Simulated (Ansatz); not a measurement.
CaZn2Sb2 in space group P-3m1 (No. 164; Ca on 1a, Zn on 2d, Sb on 2d) at seven volumes, the program Ansatz at the PBEsol level (PAW), shape and atoms relaxed at each. One row is withheld.

```tsv
V (Å³/atom)	P (GPa)
22.515	5.73
23.257	3.50
23.999	1.62
24.741	0.00
25.483	?
26.226	-2.55
26.968	-3.54
```

### Question
Fit the shown pressures and predict the withheld one.

### Answer
P = (3/2)B₀(x^(7/2) − x^(5/2))[1 + (3/4)(B′ − 4)(x − 1)] with x = (V₀/V)^(2/3). Least squares on the six rows gives V₀ = 24.742 Å³/atom, B₀ = 49.5 GPa, B′ = 4.32. At V = 25.483, x = 0.9805 and P = -1.37 GPa. The run itself gave -1.37 GPa.

The workflow started from a Materials Project entry (that database holds measured and hypothetical structures alike); the Crystallography Open Database files this formula in space group No. 164, but the cells were not matched. Whether it is the stable phase at ambient conditions was not checked. The PBEsol relaxation kept the symmetry of its start; of distortions, only those at the zone centre were tested. Scalar-relativistic: spin–orbit coupling is off unless named, which matters more the heavier the elements.

Potentials: the later of the program's two PAW sets.
